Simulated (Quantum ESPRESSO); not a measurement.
# Strain and stress in Si3BC3N

These are calculations, not measurements. They come from pw.x of Quantum ESPRESSO 7.5, a plane-wave density functional program, with PseudoDojo standard norm-conserving files (v0.5 for PBE, v0.4.1 for LDA and PBEsol). The cells are made up: elements, strain and atom displacements were drawn at random, and nothing was relaxed. There is no spin polarisation, spin-orbit coupling or dispersion term.

The cell has 8 sites of a zincblende or diamond lattice. Sites 1 to 4 hold Si Si Si B; sites 5 to 8 hold C C C N. Cell vectors in Å: (4.315, 0.000, 0.000); (0.000, 4.315, 0.000); (0.000, 0.000, 4.311). Settings: PBE, cutoff 1143 eV, 4 x 4 x 4 k mesh shifted by half a step, Fermi-Dirac smearing of 0.025 eV.

Each run adds the same strain along x and y to one cell, with the atoms carried along; the vectors above are those of run 4. Stress is positive in tension and P is minus a third of its trace. E is the free energy for each atom above the lowest run shown. The last column is band 17 less band 16 at Gamma, from a band step after each run.

| run | strain (%) | s_xx (GPa) | s_yy (GPa) | s_zz (GPa) | s_xy (GPa) | P (GPa) | E (meV/atom) | level step at Gamma (eV) |
| --- | --- | --- | --- | --- | --- | --- | --- | --- |
| 1 | -2.22 | -5.19 | -3.13 | 0.17 | -6.09 | 2.72 | 1.82 | 0.818 |
| 2 | -1.79 | -2.74 | -0.76 | 1.36 | -6.11 | 0.72 | 0.29 | 0.812 |
| 3 | -1.28 | 0.06 | 1.95 | 2.71 | -6.12 | -1.58 | 0.00 | 0.803 |
| 4 | 0.09 | 7.04 | 8.68 | 6.01 | -6.14 | -7.24 | 7.57 | 0.773 |
| 5 | 0.81 | 10.40 | 11.91 | 7.55 | -6.15 | -9.95 | 16.24 | 0.753 |
| 7 | 2.26 | 16.55 | 17.84 | 10.30 | -6.13 | -14.90 | 42.37 | 0.707 |
| 6 | 1.42 | ? | ? | ? | ? | ? | ? | ? |

A rerun of one of these cells at 1437 eV and k mesh 6 x 6 x 6 moved values by no more than 0.005 eV in the cell's energy, 0.03 GPa in stress and 0.003 eV/Å in force.

## Worked fit

A parabola through the six runs shown gives s_xx = 6.60 + 4.86 e - 0.203 e² GPa, with e in per cent and a scatter of 0.01 GPa. The slope is a stiffness of 486 ± 2 GPa for each unit of this strain at e = 0, the sum of the responses of s_xx to strain along x and along y. The atoms are clamped, and relaxing them would in general lower it. The error is the larger of the fit's own and the change that a cubic makes, rounded up.

## Withheld run

Question: what s_xx should run 6 give?

The fit gives 13.09 GPa. The calculation gave 13.08 GPa.

| run | strain (%) | s_xx (GPa) | s_yy (GPa) | s_zz (GPa) | s_xy (GPa) | P (GPa) | E (meV/atom) | level step at Gamma (eV) |
| --- | --- | --- | --- | --- | --- | --- | --- | --- |
| 6 | 1.42 | 13.08 | 14.50 | 8.76 | -6.14 | -12.12 | 25.80 | 0.735 |